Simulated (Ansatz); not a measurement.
Sr₃P₄ in space group Fdd2 (No. 43; Sr on 16b, Sr on 8a, P on 16b, P on 16b) at seven volumes, PBEsol (plane waves, PAW; program Ansatz), shape and atoms relaxed at each. One row is withheld.

```tsv
V (Å³/atom)	P (GPa)
22.814	5.54
23.566	3.37
24.318	1.53
25.071	0.00
25.823	-1.29
26.575	-2.36
27.327	?
```

Question: Fit the shown pressures and predict the withheld one.

Answer: P = (3/2)B₀(x^(7/2) − x^(5/2))[1 + (3/4)(B′ − 4)(x − 1)] with x = (V₀/V)^(2/3). Least squares on the six rows gives V₀ = 25.071 Å³/atom, B₀ = 46.7 GPa, B′ = 4.85. At V = 27.327, x = 0.9442 and P = -3.27 GPa. The run itself gave -3.23 GPa.

The workflow started from a Materials Project entry (that database holds measured and hypothetical structures alike); the Crystallography Open Database files this formula in space group No. 43, but the cells were not matched. Its standing as an ambient phase is unchecked. The PBEsol relaxation kept the symmetry of its start; whether a distortion lowers the energy is not shown.

Potentials: the later of the program's two PAW sets.
